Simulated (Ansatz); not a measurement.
**Notes on Ti₂SiO₄**

```
Ti Si O
1.0
     0.00000    4.17327    4.17327
     4.17327    0.00000    4.17327
     4.17327    4.17327    0.00000
Ti Si O
4 2 8
Direct
  0.62500 0.62500 0.62500
  0.12500 0.62500 0.62500
  0.62500 0.62500 0.12500
  0.62500 0.12500 0.62500
  0.00000 0.00000 0.00000
  0.25000 0.25000 0.25000
  0.36870 0.36870 0.36870
  0.35610 0.88130 0.88130
  0.36870 0.36870 0.89390
  0.88130 0.35610 0.88130
  0.89390 0.36870 0.36870
  0.88130 0.88130 0.88130
  0.36870 0.89390 0.36870
  0.88130 0.88130 0.35610
```

Method: PBE, with U_eff = 5.4 eV on Ti d (all-electron-ortho-atomic projectors), collinear spin; PAW, plane waves to 420 eV, 5×5×5 Γ-centred mesh, gaussian occupations (width 0.1174 eV) (Ansatz 0.2.0), atoms fixed.

Magnetic state (reached from a saved solution, and it need not be the lowest): Ti1 up, Ti2 up, Ti3 down, Ti4 down.

**Question.** Which atom feels the largest force, and which way?

**Answer.** The largest is on O13 (and as large on other atoms): 2.75 eV/Å, components (1.79, -1.42, 1.53). It makes 6° with the line to a nearest neighbour, Si6 at 1.72 Å, pointing towards it.

**Question.** Which orbitals make up the band edges?

**Answer.** Within 0.7 eV of the edges, the states project mainly on Ti d (82 %) and O p (15 %) below the gap and on Ti s (27 %), O s (24 %) and Ti d (20 %) above it.

**Question.** Is the cell too large or too small?

**Answer.** The pressure is 10.8 GPa (compression positive), so with the atoms held at these fractions the cell would first expand; the forces are large, so a full relaxation may end otherwise. The principal stresses 9.7, 10.7, 12.0 GPa differ, so its shape would change too.

**Question.** How is the charge shared?

**Answer.** Bader charges in e: Ti +1.58, Si +3.16, O -1.58. In the mean Si gives up most and O takes most.

**Question.** Metal or insulator? Give the gap.

**Answer.** The gap is 2.42 eV, indirect or between spins (the least direct gap found is 2.56 eV). A semilocal functional usually gives too small a gap.

**Question.** Give the spin moments.

**Answer.** Ti1 +1.68, Ti2 +1.65, Ti3 -1.68, Ti4 -1.65 μB of spin moment in Bader basins; net size 0.00 μB a cell.

Origin: a known structure type with other elements, at an estimated volume, so it need not be a known compound. Caveats: atoms or cell far from equilibrium.
